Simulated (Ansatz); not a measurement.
Relaxed-ion elastic tensor of LiGeN in space group P6_3mc (No. 186; Li on 2b, Ge on 2a, N on 2b) in GPa (Voigt order), DFT-r²SCAN in the program Ansatz with PAW potentials; density 4.30 g/cm³, 12.05 Å³ per atom.

```
 263  52.3  11.3   0.0   0.0   0.0
52.3   263  11.3   0.0   0.0   0.0
11.3  11.3   123   0.0   0.0   0.0
 0.0   0.0   0.0  18.6   0.0   0.0
 0.0   0.0   0.0   0.0  18.6   0.0
 0.0   0.0   0.0   0.0   0.0   105
```

Question: Is the crystal mechanically stable?

Answer: Yes: the smallest eigenvalue of C is 18.6 GPa.

Question: Work out the Voigt, Reuss and Hill averages.

Answer: K_V = 88.7, K_R = 74.6, K_H = 81.6; G_V = 66.7, G_R = 35.6, G_H = 51.1 GPa.

Question: Give Young's modulus, Poisson's ratio, Pugh's ratio and the universal anisotropy index.

Answer: E = 9KG/(3K + G) = 127 GPa; ν = 0.24; K/G = 1.60 (brittle by the Pugh limit of 1.75); A_U = 5G_V/G_R + K_V/K_R − 6 = 4.56.

Question: Estimate the sound speeds and the Debye temperature.

Answer: v_l = √((K + 4G/3)/ρ) = 5900 m/s, v_t = √(G/ρ) = 3450 m/s, mean 3820 m/s; Θ = (h/k)(3n/4πV)^(1/3) v_m = 497 K.

Question: How much does each axis shrink under pressure?

Answer: Linear compressibilities β_i = Σ_j S_ij (j = 1 to 3): x 2.9, y 2.9, z 7.6 per TPa.

The first step of the workflow began from a Materials Project structure, measured or hypothetical; the Crystallography Open Database copy checked does not list it. Its standing as an ambient phase is unchecked. The cell was relaxed with r²SCAN under the symmetry of its start; its stability against distortions is not shown here.

Potentials: the later of the program's two PAW sets.
